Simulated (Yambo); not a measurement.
Material: ZnSe (zinc blende, space group F-43m, No. 216) under isotropic strain of -3 % on all lattice vectors; a = b = c = 3.8635 Å, α = β = γ = 60.00° (2 atoms in the cell). The PBEsol cell relaxed from Materials Project entry mp-1190 was given an isotropic strain of -3 % on all lattice vectors, and the atoms were relaxed again.

With PBE (stringent potentials; pw.x of Quantum ESPRESSO, ONCV potentials, no spin-orbit coupling), the gap between the mesh's edge points (Γ → Γ) is 1.751 eV.

Problem. Estimate the G0W0 gap between the same points from Yambo (4×4×4 Γ-centred k mesh, bands 14 to 208 and a 15 Ry block in the screening, 208 bands in G with the Bruneval-Gonze terminator, plasmon pole fitted at 27.2 eV).

Solution. The correction is 0.884 eV, giving 2.635 eV, 1.5 times the PBE value.  Convergence of the G0W0 settings was not tested. Spin-orbit splittings are left out.
